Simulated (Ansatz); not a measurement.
MgTe (zinc blende, F-43m), DFT-PBE in the program Ansatz with PAW potentials. The conduction-band minimum lies at Γ, with 1 equivalent valley. Second derivatives d²E/dk² of the lowest band at one valley (eV·Å²), along Cartesian directions:

```csv
direction,d²E/dk²
[100],45.13
[010],45.13
[001],45.13
[110],45.11
[101],45.11
[011],45.11
```

### Question
Find the principal effective masses, the density-of-states mass and the conductivity mass.

### Answer
Off-diagonal terms follow from H_xy = H[110] − (H_xx + H_yy)/2, and m*/mₑ = 7.620 eV·Å² over each eigenvalue: 0.17, 0.17, 0.17. One valley's DOS mass (m₁m₂m₃)^(1/3) = 0.17, conductivity mass 3/(Σ 1/mᵢ) = 0.17 mₑ.

### Question
What effective density of states Nc follows at 300 K for parabolic valleys?

### Answer
Nc = 2.509e19 × 1 × (0.17)^(3/2) ≈ 1.8e18 cm⁻³.

The PBE relaxation kept the symmetry of its start. Spin–orbit coupling is left out wherever it is not named.

Potentials: the later of the program's two PAW sets.

Edges and masses are those of Kohn–Sham bands, whose gap is no quasiparticle gap.
